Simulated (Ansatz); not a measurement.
ScB₂:
```xyz
3
Lattice="3.0997 0.0000 0.0000 -1.5498 2.6844 0.0000 0.0000 0.0000 3.4541" Properties=species:S:1:pos:R:3 pbc="T T T"
Sc     0.0000     0.0000     0.0000
B      1.5498     0.8948     1.7271
B      0.0000     1.7896     1.7271
```

Relaxed with LDA. Special points in fractions of this cell's reciprocal vectors: Γ (0.000, 0.000, 0.000); M (0.500, 0.000, 0.000); K (0.333, 0.333, 0.000); A (0.000, 0.000, 0.500); L (0.500, 0.000, 0.500); H (0.333, 0.333, 0.500).

### Question
List the band energies nearest the Fermi level at these points for the program Ansatz at the LDA level (PAW).

### Answer
In eV from the Fermi level; about four levels below and three above (degenerate sets whole), none deeper than 8.9 eV; points with the same levels are listed once.

```tsv
k	below	above
Γ	-1.45 -0.92 -0.92 -0.46	4.27 4.27 5.09 5.09
M	-7.53 -1.95 -1.89 -0.48	3.56 3.83 5.28
K	-6.65 -6.65 -5.62 -0.53 -0.53	3.13 3.13 4.31
A	-5.85	0.51 0.51 2.04 2.04
L	-6.05 -3.00 -2.18 -1.50	4.55 5.46 6.04
H	-7.05 -7.05 -4.19 -1.48 -1.48	4.74 6.24 6.24
```

Space group P6/mmm. The workflow started from a Materials Project entry (that database holds measured and hypothetical structures alike); the Crystallography Open Database files this formula in space group No. 191, but the cells were not matched. Its standing as an ambient phase is unchecked. Symmetry was held in the LDA relaxation; its stability against distortions is not shown here. No spin polarisation was allowed.

Potentials: the later of the program's two PAW sets.
